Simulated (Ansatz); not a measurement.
Where the states of Li3Au lie

```cif
data_structure
_symmetry_space_group_name_H-M 'Fm-3m'
_symmetry_Int_Tables_number 225
_cell_length_a 6.3020
_cell_length_b 6.3020
_cell_length_c 6.3020
_cell_angle_alpha 90.000
_cell_angle_beta 90.000
_cell_angle_gamma 90.000
_cell_volume 250.29
loop_
_atom_site_label
_atom_site_type_symbol
_atom_site_symmetry_multiplicity
_atom_site_Wyckoff_symbol
_atom_site_fract_x
_atom_site_fract_y
_atom_site_fract_z
_atom_site_occupancy
Li1 Li 8 c 0.25000 0.75000 0.75000 1
Li2 Li 4 b 0.50000 0.00000 0.00000 1
Au1 Au 4 a 0.00000 0.00000 0.00000 1
```

The runs use the primitive cell with vectors (0.000, 3.151, 3.151), (3.151, 0.000, 3.151), (3.151, 3.151, 0.000) Å, to which the k mesh refers.

The cell is COD entry 1510223, as deposited and not checked against the literature; nothing was relaxed.

Spin–orbit coupling is left out, though it moves levels of the heavy atoms by tenths of an eV or more.

These are results of DFT, PBEsol, all-electron LAPW, scalar-relativistic (Ansatz 0.2.0), not measurements.

Sampling and basis: a Γ-centred 10×10×10 k mesh, Fermi–Dirac smearing of 0.03 eV, basis error target 1 meV/atom, no spin polarisation.

States per eV and cell, averaged over 0.4 eV, from -5.8 to 4.0 eV, with energies (bin centres) from the Fermi level; empty bins are left out. The partial columns, the largest 3 alone, are projections on Löwdin-orthogonalised atomic shells (those that the program's projection atoms carry: the occupied ones and, for some elements, an empty d or f shell; other empty shells have no column), summed over atoms of an element. Weights on diffuse s and p shells depend on that basis and aren't pure angular character.

```tsv
E (eV)	total	Au 5d	Li 2s	Au 6s
-5.7	0.30	0.00	0.19	0.09
-5.3	0.68	0.05	0.36	0.25
-4.9	2.30	0.88	0.64	0.74
-4.5	9.41	8.50	0.44	0.40
-4.1	13.74	13.26	0.25	0.15
-3.7	2.75	1.53	0.25	0.94
-3.3	0.81	0.22	0.05	0.52
-2.1	0.02	0.00	0.02	0.00
-1.7	0.37	0.01	0.32	0.02
-1.3	0.89	0.04	0.73	0.06
-0.9	1.79	0.06	1.37	0.18
-0.5	0.84	0.02	0.54	0.13
-0.1	1.27	0.04	0.77	0.12
0.3	1.54	0.05	0.72	0.10
0.7	1.56	0.04	0.66	0.09
1.1	1.39	0.03	0.53	0.07
1.5	1.26	0.03	0.40	0.06
1.9	1.11	0.02	0.29	0.05
2.3	0.94	0.01	0.20	0.04
2.7	0.76	0.01	0.12	0.03
3.1	0.51	0.00	0.08	0.03
3.5	0.34	0.00	0.05	0.02
3.9	0.46	0.00	0.10	0.04
```

(1) Where is the centre of the filled Au 5d states between -14 eV and the top of the filled states?

Answers

(1) -4.19 eV from the Fermi level.
